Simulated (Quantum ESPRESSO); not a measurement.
# Ge3PSi3C: input and log of a self-consistent run

Simulated, not a measurement. The program is pw.x of Quantum ESPRESSO 7.5 (plane-wave density functional theory). The cell is made up: 8 atoms on a zincblende/diamond lattice, with randomly drawn elements, strain and displacements, not relaxed. PseudoDojo standard norm-conserving files (v0.5 for PBE, v0.4.1 for LDA and PBEsol) set the functional; there is no spin polarisation, spin-orbit coupling or dispersion term, and the masses in the input are unused placeholders. A spin-polarised start on this cell or one of its family kept no moment.

Input:

```
&control calculation='scf', pseudo_dir='./dojo.nc.sr.pbe.v0_5.standard.upf', outdir='./o', disk_io='low', tprnfor=.true., tstress=.true. /
&system ibrav=0, nat=8, ntyp=4, nbnd=42, ecutwfc=82.02448710, nosym=.true., tot_charge=0,
 occupations='smearing', smearing='fd', degauss=0.0073498644
/
&electrons conv_thr=7.350e-09, electron_maxstep=60, /
ATOMIC_SPECIES
C 1.0 C.upf
Ge 1.0 Ge.upf
P 1.0 P.upf
Si 1.0 Si.upf
CELL_PARAMETERS angstrom
5.6498 0.0 0.0
0.0 5.6498 0.0
0.0 0.0 5.6498
ATOMIC_POSITIONS angstrom
Ge 0.0047 0.0879 -0.0769
Ge -0.0409 2.7971 2.8711
P 2.8939 -0.0131 2.8999
Ge 2.8668 2.7607 0.0225
Si 1.3587 1.4406 1.3565
C 1.3853 4.2099 4.1966
Si 4.2478 1.3478 4.2539
Si 4.1856 4.2565 1.347
K_POINTS automatic
6 6 6 1 1 1
```

The log is shortened where brackets say so; the opening notice, blank lines, dates and the lines on written files are dropped, and the path of the files is cut. It prints rydbergs, bohrs and kilobars, and counts compression as positive stress.

```
     Program PWSCF v.7.5
     Parallel version (MPI & OpenMP), running on       4 processor cores
     Number of MPI processes:                 4
     Threads/MPI process:                     1
     [start-up lines left out]
     bravais-lattice index     =            0
     lattice parameter (alat)  =      10.6766  a.u.
     unit-cell volume          =    1217.0147 (a.u.)^3
     number of atoms/cell      =            8
     number of atomic types    =            4
     number of electrons       =        63.00
     number of Kohn-Sham states=           42
     kinetic-energy cutoff     =      82.0245  Ry
     charge density cutoff     =     328.0979  Ry
     scf convergence threshold =      7.3E-09
     mixing beta               =       0.7000
     number of iterations used =            8  plain     mixing
     Exchange-correlation= PBE
                           (   1   4   3   4   0   0   0)
     [axes and pseudopotential details left out]
   Cartesian axes
     site n.     atom                  positions (alat units)
         1        Ge     tau(   1) = (   0.0008319   0.0155581  -0.0136111  )
         2        Ge     tau(   2) = (  -0.0072392   0.4950795   0.5081773  )
         3        P      tau(   3) = (   0.5122128  -0.0023187   0.5132748  )
         4        Ge     tau(   4) = (   0.5074162   0.4886368   0.0039824  )
         5        Si     tau(   5) = (   0.2404864   0.2549825   0.2400970  )
         6        C      tau(   6) = (   0.2451945   0.7451414   0.7427874  )
         7        Si     tau(   7) = (   0.7518496   0.2385571   0.7529293  )
         8        Si     tau(   8) = (   0.7408404   0.7533895   0.2384155  )
     number of k points=   108  Fermi-Dirac smearing, width (Ry)=  0.0073
     Number of k-points >= 100: set verbosity='high' to print them.
     Dense  grid:   122177 G-vectors     FFT dimensions: (  64,  64,  64)
     Estimated max dynamical RAM per process >     430.52 MB
     Estimated total dynamical RAM >       1.59 GB
     Initial potential from superposition of free atoms
     starting charge      62.9955, renormalised to      63.0000
     Starting wfcs are   47 randomized atomic wfcs
     total cpu time spent up to now is        6.6 secs
     per-process dynamical memory:   362.9 Mb
     Self-consistent Calculation
     iteration #  1     ecut=    82.02 Ry     beta= 0.70
     Davidson diagonalization with overlap
     ethr =  1.00E-02,  avg # of iterations =  3.0
     Threshold (ethr) on eigenvalues was too large:
     Diagonalizing with lowered threshold
     Davidson diagonalization with overlap
     ethr =  5.71E-04,  avg # of iterations =  3.5
     total cpu time spent up to now is       36.2 secs
     total energy              =    -586.69123206 Ry
     estimated scf accuracy    <       0.35992121 Ry
     iteration #  2     ecut=    82.02 Ry     beta= 0.70
     Davidson diagonalization with overlap
     ethr =  5.71E-04,  avg # of iterations =  7.4
     total cpu time spent up to now is       52.5 secs
     total energy              =    -586.59194714 Ry
     estimated scf accuracy    <       1.78925803 Ry
     iteration #  3     ecut=    82.02 Ry     beta= 0.70
     Davidson diagonalization with overlap
     ethr =  5.71E-04,  avg # of iterations =  4.7
     total cpu time spent up to now is       68.3 secs
     total energy              =    -586.84538112 Ry
     estimated scf accuracy    <       0.01911269 Ry
     iteration #  4     ecut=    82.02 Ry     beta= 0.70
     Davidson diagonalization with overlap
     ethr =  3.03E-05,  avg # of iterations =  6.7
     total cpu time spent up to now is       85.7 secs
     total energy              =    -586.84896155 Ry
     estimated scf accuracy    <       0.00413597 Ry
     iteration #  5     ecut=    82.02 Ry     beta= 0.70
     Davidson diagonalization with overlap
     c_bands:  1 eigenvalues not converged
     ethr =  6.57E-06,  avg # of iterations =  4.1
     total cpu time spent up to now is      100.3 secs
     total energy              =    -586.84964472 Ry
     estimated scf accuracy    <       0.00035077 Ry
     iteration #  6     ecut=    82.02 Ry     beta= 0.70
     Davidson diagonalization with overlap
     ethr =  5.57E-07,  avg # of iterations =  3.6
     total cpu time spent up to now is      114.1 secs
     total energy              =    -586.84972194 Ry
     estimated scf accuracy    <       0.00007330 Ry
     iteration #  7     ecut=    82.02 Ry     beta= 0.70
     Davidson diagonalization with overlap
     ethr =  1.16E-07,  avg # of iterations =  2.0
     total cpu time spent up to now is      126.5 secs
     total energy              =    -586.84973706 Ry
     estimated scf accuracy    <       0.00000393 Ry
     iteration #  8     ecut=    82.02 Ry     beta= 0.70
     Davidson diagonalization with overlap
     ethr =  6.23E-09,  avg # of iterations =  4.0
     total cpu time spent up to now is      140.2 secs
     total energy              =    -586.84973797 Ry
     estimated scf accuracy    <       0.00000173 Ry
     iteration #  9     ecut=    82.02 Ry     beta= 0.70
     Davidson diagonalization with overlap
     ethr =  2.74E-09,  avg # of iterations =  2.0
     total cpu time spent up to now is      152.3 secs
     total energy              =    -586.84973826 Ry
     estimated scf accuracy    <       0.00000009 Ry
     iteration # 10     ecut=    82.02 Ry     beta= 0.70
     Davidson diagonalization with overlap
     ethr =  1.50E-10,  avg # of iterations =  3.7
     total cpu time spent up to now is      165.9 secs
     total energy              =    -586.84973828 Ry
     estimated scf accuracy    <       0.00000002 Ry
     iteration # 11     ecut=    82.02 Ry     beta= 0.70
     Davidson diagonalization with overlap
     ethr =  3.09E-11,  avg # of iterations =  2.0
     total cpu time spent up to now is      178.3 secs
     End of self-consistent calculation
     Number of k-points >= 100: set verbosity='high' to print the bands.
     the Fermi energy is     6.5772 ev
!    total energy              =    -586.84973828 Ry
     estimated scf accuracy    <          3.7E-09 Ry
     smearing contrib. (-TS)   =      -0.00474003 Ry
     internal energy E=F+TS    =    -586.84499825 Ry
     The total energy is F=E-TS. E is the sum of the following terms:
     one-electron contribution =    -335.35184970 Ry
     hartree contribution      =     201.11906255 Ry
     xc contribution           =    -147.70922737 Ry
     ewald contribution        =    -304.90298374 Ry
     convergence has been achieved in  11 iterations
     Forces acting on atoms (cartesian axes, Ry/au):
     atom    1 type  2   force =     0.04300752   -0.09407658   -0.00132053
     atom    2 type  2   force =     0.03477972    0.05306188    0.00719232
     atom    3 type  3   force =    -0.05519924   -0.02933281   -0.01425864
     atom    4 type  2   force =    -0.05229879    0.03782257   -0.04281040
     atom    5 type  4   force =     0.02632543   -0.00719774    0.03980935
     atom    6 type  1   force =     0.00101654   -0.00231236    0.01174431
     atom    7 type  4   force =    -0.02491509    0.02374989   -0.03299734
     atom    8 type  4   force =     0.02728391    0.01828516    0.03264093
     Total force =     0.178268     Total SCF correction =     0.000193
     Computing stress (Cartesian axis) and pressure
          total   stress  (Ry/bohr**3)                   (kbar)     P=      -76.00
  -0.00049959   0.00007009   0.00000525          -73.49       10.31        0.77
   0.00007009  -0.00052628  -0.00005095           10.31      -77.42       -7.50
   0.00000525  -0.00005095  -0.00052408            0.77       -7.50      -77.09
     init_run     :      6.31s CPU      6.47s WALL (       1 calls)
     electrons    :    171.09s CPU    171.74s WALL (       1 calls)
     forces       :      1.93s CPU      1.94s WALL (       1 calls)
     stress       :      6.64s CPU      6.64s WALL (       1 calls)
     [timing details left out]
     PWSCF        :   3m 6.09s CPU   3m 6.95s WALL
     JOB DONE.
```

In other units: free energy -7984.497 eV for the cell, pressure -7.60 GPa, largest force component 2.419 eV/Å. A rerun of this cell at 1347 eV and a 8 x 8 x 8 mesh moved values by no more than 0.007 eV in energy, 0.02 GPa in stress and 0.011 eV/Å in force.